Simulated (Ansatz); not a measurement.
# NbIn₂Se₃: rattling a relaxed structure

It was reached by relaxing an invented guess, and it needn't be the stable form of this composition.

Method: DFT PBE, scalar-relativistic, plane waves, PAW in Ansatz 0.2.0. Settings: cutoff 420 eV, Γ-centred mesh 12×12×4 on the computed 6-atom cell, Gaussian smearing of 0.10 eV; no spin polarisation.

The cell below (6 atoms, space group P-6m2 (No. 187)) is relaxed within its symmetry.

```
Nb In Se
1.0
     3.67068    0.00000    0.00000
    -1.83534    3.17891    0.00000
     0.00000    0.00000   12.61956
Nb In Se
1 2 3
Direct
  0.00000 0.00000 0.00000
  0.66667 0.33333 0.65518
  0.66667 0.33333 0.34482
  0.33333 0.66667 0.87279
  0.33333 0.66667 0.12721
  0.00000 0.00000 0.50000
```

For the test a repeat of it with 12 atoms (edges 3.67, 3.67, 25.24 Å) was strained at random (σ = 1.5 % a component), the atoms were moved at random (σ = 0.05 Å), and all was relaxed again on a coarse 6×6×1 mesh (in the run’s order of axes) with 0.20 eV smearing, with no symmetry imposed.

No dispersion correction is applied, so the spacing and binding between layers, chains or molecules are poorly described. An odd number of electrons in the primitive cell allows no gap without spin; a larger cell or a magnetic state could open one.

Question: What happens?

Answer: It returns, within 2 meV/atom of the unmoved cell on that mesh and with the same symmetry when read at 0.1 Å (P1 at 0.01 Å, so small strains and shifts remain). No instability shows in this cell; modes of other wave vectors, which need another repeat, aren't tested.
